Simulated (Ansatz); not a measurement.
A geometry of Ir away from equilibrium: the start of the relaxation of a relaxed Ir cell, doubled along one cell vector, shaken by Gaussian noise of σ = 0.08 Å a coordinate. The numbers are results of r2SCAN (plane waves to 500 eV, PAW, scalar-relativistic; Ansatz, an electronic-structure program), not measurements. Γ-centred k-mesh 13×7×10 on the run's cell (coarser than for final values), Fermi–Dirac smearing 0.05 eV.

```xyz
4
Lattice="-2.4099 2.4099 1.3697 4.8198 -4.8198 2.7394 2.4099 2.4099 -1.3697" Properties=species:S:1:pos:R:3 pbc="T T T"
Ir    -0.1115     2.4281     0.6745
Ir     2.3013     0.0345     2.0343
Ir     0.0504     0.0022    -0.0040
Ir     2.3944    -2.4071     1.3728
```

Which atoms carry the largest force, and which way does it point?

2.20 eV/Å, on Ir3 (atoms numbered as listed); on Ir3 its components are (-2.18, 0.19, 0.25).

What is the pressure?

+2.9 GPa, compression positive.

No spin polarisation in the result.

Of the parent cell (I4₁/amd (No. 141)): it is a generated cell of Ir: the first start was made by placing the elements on the sites of a structure type, and the end was not matched to a known phase here, so it may be hypothetical. Known forms of Ir include space group No. 225.
